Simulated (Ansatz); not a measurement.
Values for one crystal, relaxed and computed with r²SCAN (plane waves, PAW; program Ansatz); other levels are named.

| Property | Value |
|---|---|
| Volume per atom | 15.03 Å³ |
| Electronic character | metallic (no gap) |
| Bulk modulus (Birch–Murnaghan fit) | 181 GPa |
| Density of states at the Fermi level | 1.3 states/eV per atom (mean over ±0.08 eV) |
| Pressure derivative B′ | 5.6 |

**Question.** Which compound is it?
A) La, dhcp (α-La type)
B) Ti, P6/mmm (Ti on 1a, Ti on 2d)
C) Pd, dhcp (α-La type)
D) Sc, hcp (Mg type)

**Answer.** C, Pd, dhcp (α-La type)

Space group P6_3/mmc (dhcp (α-La type)). The first step of the workflow began from a Materials Project structure, measured or hypothetical; the Crystallography Open Database copy checked does not list it. It is not the phase usual at ambient conditions (space group No. 225). The r²SCAN relaxation kept the symmetry of its start; whether a distortion lowers the energy is not shown. The final state is ferromagnetic, the only order run, not a proven ground state. Other orbital occupations within this spin state were not tried. Spin–orbit coupling is left out wherever it is not named.

Potentials: the earlier of the program's two PAW sets.
